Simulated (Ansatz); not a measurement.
TlSbS2:
```cif
data_S8Sb4Tl4
_chemical_formula_sum 'Tl4 Sb4 S8'
_space_group_name_H-M_alt 'P-1'
_space_group_IT_number 2
_space_group_name_Hall '-P 1'
_cell_length_a 6.24622
_cell_length_b 6.45257
_cell_length_c 11.87005
_cell_angle_alpha 101.172
_cell_angle_beta 97.410
_cell_angle_gamma 104.070
loop_
_atom_site_label
_atom_site_type_symbol
_atom_site_symmetry_multiplicity
_atom_site_Wyckoff_symbol
_atom_site_fract_x
_atom_site_fract_y
_atom_site_fract_z
_atom_site_occupancy
Tl1 Tl 2 i 0.43735 0.69288 0.33761 1
Tl2 Tl 2 i 0.09747 0.28116 0.91413 1
Sb1 Sb 2 i 0.59551 0.20838 0.15607 1
Sb2 Sb 2 i 0.02617 0.20894 0.40498 1
S1 S 2 i 0.41456 0.81850 0.09409 1
S2 S 2 i 0.99446 0.21359 0.17457 1
S3 S 2 i 0.62803 0.20591 0.37945 1
S4 S 2 i 0.01342 0.18367 0.63695 1
```

Relaxed at zero pressure with the program Ansatz at the r²SCAN level (PAW).

### Question
The volume is lowered by 6 % and shape and atoms relax at that volume. What pressure results, and how do the axes share the change?

### Answer
1.5 GPa; a -2.1 %, b -2.7 %, c -1.2 %; the energy rises by 7 meV/atom.

### Question
Give the new structure.

### Answer

Space group P-1 (No. 2); a = 6.118 Å, b = 6.279 Å, c = 11.725 Å, α = 101.39°, β = 97.61°, γ = 104.02°

```tsv
atom	site	symmetry	x	y	z
Tl	2i	1	0.4399	0.6908	0.3388
Tl	2i	1	0.1021	0.2838	0.9163
Sb	2i	1	0.5941	0.2184	0.1557
Sb	2i	1	0.0332	0.2158	0.4064
S	2i	1	0.4119	0.8172	0.0943
S	2i	1	0.0017	0.2221	0.1749
S	2i	1	0.6269	0.2146	0.3808
S	2i	1	0.0134	0.1884	0.6390
```

The phase is kept; no other phase was compared at this pressure.

The workflow started from an entry of the Crystallography Open Database (COD). Whether it is the stable phase at ambient conditions was not checked. The r²SCAN relaxation kept the symmetry of its start; its stability against distortions is not shown here. Spin–orbit coupling is left out wherever it is not named.

Potentials: the later of the program's two PAW sets.
